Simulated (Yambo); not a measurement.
```xyz
3
Lattice="0.0000 3.3494 3.3494 3.3494 0.0000 3.3494 3.3494 3.3494 0.0000" Properties=species:S:1:pos:R:3 pbc="T T T"
Cl     5.0242     5.0242     5.0242
Cl     1.6747     1.6747     1.6747
Sr     6.6989     6.6989     6.6989
```

Response from Yambo on PBEsol (pw.x of Quantum ESPRESSO, ONCV potentials, no spin-orbit coupling) bands: 8×8×8 mesh, 61 bands, 4 Ry local-field block, 0.2 eV broadening.

### Question
Give the static electronic dielectric constant without and with local fields.

### Answer
```
field along  ε(0), independent particles  ε(0), RPA with local fields  refractive index √ε
-----------  ---------------------------  ---------------------------  -------------------
x                                   3.52                         3.00                 1.73
```
Electronic (clamped-ion) response only. PBEsol gaps are usually too small, which raises these values. Convergence of the RPA response with its 8×8×8 mesh was not tested.

Geometry strained from the cell relaxed with PBEsol, atoms relaxed again.
